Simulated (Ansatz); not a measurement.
AlP:
```
CELL_PARAMETERS angstrom
      6.76627     0.00000     0.00000
      0.00000     6.76627     0.00000
      0.00000     0.00000     6.76627
ATOMIC_POSITIONS crystal
  Al 0.25000 0.00000 0.50000
  Al 0.50000 0.25000 0.00000
  Al 0.50000 0.75000 0.00000
  Al 0.75000 0.00000 0.50000
  Al 0.00000 0.50000 0.75000
  Al 0.00000 0.50000 0.25000
  P  0.25000 0.50000 0.00000
  P  0.00000 0.25000 0.50000
  P  0.00000 0.75000 0.50000
  P  0.75000 0.50000 0.00000
  P  0.50000 0.00000 0.75000
  P  0.50000 0.00000 0.25000
```

Relaxed with PBE. Special points in fractions of this cell's reciprocal vectors: Γ (0.000, 0.000, 0.000); X (0.000, 0.500, 0.000); M (0.500, 0.500, 0.000); R (0.500, 0.500, 0.500).

Q: List the band energies nearest the valence-band maximum at these points for plane-wave PAW PBE (Ansatz code).

A: In eV from the valence-band maximum; about four levels below and three above (degenerate sets whole), none deeper than 8.9 eV; points with the same levels are listed once.

| k | below | above |
|---|---|---|
| Γ | -1.37 -1.37 -1.37 0.00 0.00 0.00 | 1.70 1.70 1.70 |
| X | -0.83 -0.83 -0.18 -0.18 | 1.59 1.59 3.20 3.20 |
| M | -1.02 -1.02 -0.73 -0.21 | 2.41 2.41 3.03 |
| R | -1.44 -1.44 -1.44 -1.44 | 3.47 3.47 3.47 3.47 3.47 3.47 |

Space group Pm-3n. The start of the workflow was typed in or built on a structure type; neither database checked (COD, Materials Project) lists it. It is not the phase usual at ambient conditions (space group No. 216). The PBE relaxation kept the symmetry of its start; its stability against distortions is not shown here. The volume moved by 26 % from the start of the relaxation.

Potentials: the earlier of the program's two PAW sets.
